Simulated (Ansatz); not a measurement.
## TeH₂NF₅ and a variant

Base: a structure deposited in the COD whose atoms were relaxed with PBE, the cell held.

```
Te H N F
1.0
     5.16300    0.00000    0.00000
     0.00000    9.08300    0.00000
    -1.99015    0.00000    4.87113
Te H N F
2 4 2 10
Direct
  0.47670 0.84900 0.73367
  0.52330 0.34900 0.26633
  0.03628 0.70990 0.50102
  0.96372 0.20990 0.49898
  0.20658 0.72880 0.29070
  0.79342 0.22880 0.70930
  0.22918 0.70098 0.48750
  0.77082 0.20098 0.51250
  0.71588 0.70430 0.95971
  0.28412 0.20430 0.04029
  0.70360 0.85308 0.52384
  0.29640 0.35308 0.47616
  0.72328 0.98445 0.97428
  0.27672 0.48445 0.02572
  0.27215 0.84709 0.96628
  0.72785 0.34709 0.03372
  0.27556 0.01701 0.54708
  0.72444 0.51701 0.45292
```

Atom numbers follow the list; atoms alike are taken as one site, whose name carries the number of the first.

Computed with Ansatz: DFT, PBE, plane waves and PAW, scalar-relativistic, 420 eV cutoff, Γ-centred 5×3×5 k-points, Fermi–Dirac smearing 0.02 eV.

Task: Variant: equal xy, yz and zx engineering shear strains of -4 %, ions relaxed. What happens to the gradients (10²¹ V/m²)?

Result: 

| site | atoms | V_zz base | η base | V_zz variant | η variant |
| --- | --- | --- | --- | --- | --- |
| Te1 | 1 | -21.0 | 0.31 | -20.9 | 0.28 |
| Te2 | 2 | -21.0 | 0.31 | -21.2 | 0.31 |
| H4 | 4 | 3.32 | 0.13 | 3.31 | 0.14 |
| H6 | 6 | 3.30 | 0.13 | 3.32 | 0.13 |
| N7 | 7 | -8.61 | 0.62 | -8.58 | 0.61 |
| N8 | 8 | -8.61 | 0.62 | -8.68 | 0.62 |
| F9 | 9 | 19.45 | 0.07 | 19.32 | 0.07 |
| F10 | 10 | 19.45 | 0.07 | 19.33 | 0.07 |
| F11 | 11 | 19.01 | 0.04 | 19.09 | 0.04 |
| F13 | 13 | 21.1 | 0.03 | 21.0 | 0.03 |
| F14 | 14 | 21.1 | 0.03 | 21.0 | 0.03 |
| F15 | 15 | 18.87 | 0.03 | 18.97 | 0.03 |
| F17 | 17 | 18.92 | 0.06 | 18.96 | 0.06 |
| F18 | 18 | 18.92 | 0.06 | 18.85 | 0.07 |

The largest change of V_zz is on Te2, from -21.0 to -21.2. The whole tensor moves most on F18, by 0.71 along its most changed direction. In per cent, |V_zz| changes by 0 to +1 on Te, 0 to +1 on H, 0 to +1 on N, -1 to +1 on F (all sites that start above 0.5). The table leaves out 4 of the 18 sites, with |V_zz| up to 19.02; their tensors move by 0.29 at most along any direction. The statements above cover all sites. The number of symmetry-distinct sites goes from 9 to 18.

Without spin–orbit coupling the gradients at and beside Te can be off by some per cent, at some sites by more.
